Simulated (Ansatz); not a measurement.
The relaxed structure here is a generated cell of SiNi2: the first start was made by a random draw of sites in a space group, and the end was not matched to a known phase here, so it may be hypothetical.

The end point of a relaxation of SiNi₂. Calculation: r2SCAN (plane waves to 500 eV, PAW, scalar-relativistic; Ansatz, an electronic-structure program).

```cif
data_Ni4Si2
_chemical_formula_sum 'Ni4 Si2'
_space_group_name_H-M_alt 'P 1'
_space_group_IT_number 1
_cell_length_a 4.75675
_cell_length_b 4.75675
_cell_length_c 4.75675
_cell_angle_alpha 101.720
_cell_angle_beta 101.720
_cell_angle_gamma 101.720
loop_
_space_group_symop_operation_xyz
  'x, y, z'
loop_
_atom_site_label
_atom_site_type_symbol
_atom_site_fract_x
_atom_site_fract_y
_atom_site_fract_z
_atom_site_occupancy
Ni1 Ni 0.50000 0.50000 0.00000 1
Ni2 Ni 0.00000 0.50000 0.50000 1
Ni3 Ni 0.50000 0.00000 0.50000 1
Ni4 Ni 0.00000 0.00000 0.00000 1
Si1 Si 0.32603 0.32603 0.32603 1
Si2 Si 0.67397 0.67397 0.67397 1
```

### Question
Find the space group and the Wyckoff positions (tolerance 0.01 Å).

### Answer
Space group R-3m, hexagonal axes (No. 166); a = 7.3787 Å, b = 7.3787 Å, c = 6.3485 Å, α = 90.00°, β = 90.00°, γ = 120.00°

| atom | site | symmetry | x | y | z |
|---|---|---|---|---|---|
| Ni | 9e | .2/m | 0.0000 | 0.5000 | 0.0000 |
| Ni | 3a | -3m | 0.0000 | 0.0000 | 0.0000 |
| Si | 6c | 3m | 0.0000 | 0.0000 | 0.3260 |

### Question
Give the shortest distances between elements (the closest pairs, up to four, under 3.6 Å).

### Answer
Ni–Si 2.07 Å; Si–Si 2.21 Å; Ni–Ni 3.00 Å.

| Quantity | Result |
|---|---|
| Volume per atom | 16.63 Å³ |
| Band gap | zero (metallic) |
| Magnetic moment | zero (the starting moments vanished) |

No spin polarisation in the result: the starting moments vanished. A magnetic state may lie lower.

The run could not lose the symmetry of its start, so the end can be a saddle point.
